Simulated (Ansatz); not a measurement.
Given:

NbN (rock salt)

```xyz
2
Lattice="0.0000 2.2106 2.2106 2.2106 0.0000 2.2106 2.2106 2.2106 0.0000" Properties=species:S:1:pos:R:3 pbc="T T T"
N      0.0000     0.0000     0.0000
Nb     2.2106     2.2106     2.2106
```

This relaxed cell (volume V₀) is scaled evenly in all directions, its shape held. Symmetry pins the atoms to their sites.

Calculation: PBE (plane waves to 420 eV, PAW, scalar-relativistic; Ansatz, a first-principles code). k mesh 18×18×18 (Γ-centred), Fermi-Dirac smearing 0.05 eV. The energy includes the smearing's −TS. Compression counts positive. NbN is run without spin polarisation. NbN was relaxed with its symmetry unable to fall. This is a high-temperature form of NbN. ΔE is measured from the relaxed starting cell.

The scan covers V/V₀ from 0.840 to 1.160 in 13 points.

What is ΔE at V/V₀ = 0.840?

362 meV/atom.

What pressure does the cell carry at V/V₀ = 0.840?

78.4 GPa.

What is ΔE at V/V₀ = 1.160?

202 meV/atom.

(Under strain, the slope of the energy per volume gives the stress and its curvature an elastic modulus.)
